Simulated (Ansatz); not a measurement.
AgBr:
Space group Fm-3m (No. 225); a = b = c = 5.841 Å, α = β = γ = 90.00°

```tsv
atom	site	symmetry	x	y	z
Ag	4b	m-3m	0.5000	0.5000	0.5000
Br	4a	m-3m	0.0000	0.0000	0.0000
```
(The calculation used a cell of 2 atoms; values per cell refer to that cell.)

Relaxed with PBE.

Q: Tabulate the valence density and the electron localisation function along the shortest Ag–Br contact (2.92 Å), plane-wave PAW PBE (Ansatz code).

A: 

```
distance from Ag (Å)  density (e/Å³)   ELF
--------------------  --------------  ----
0.29                           15.59  0.75
0.44                           10.72  0.66
0.58                            6.27  0.58
0.73                            3.04  0.49
0.88                            1.25  0.37
1.02                            0.55  0.23
1.17                            0.30  0.14
1.31                            0.21  0.11
1.46                            0.21  0.18
1.61                            0.26  0.41
1.75                            0.38  0.69
1.90                            0.57  0.83
2.04                            0.85  0.88
2.19                            1.11  0.84
2.34                            1.17  0.64
2.48                            0.91  0.21
2.63                            0.49  0.01
```

The density is the valence pseudo-density with augmentation charge, so density and ELF within about 1 Å of a nucleus are not all-electron values.

Symmetry was held in the PBE relaxation; phonons on a q-mesh show no instability. The run is not spin-polarised.

Potentials: the later of the program's two PAW sets.
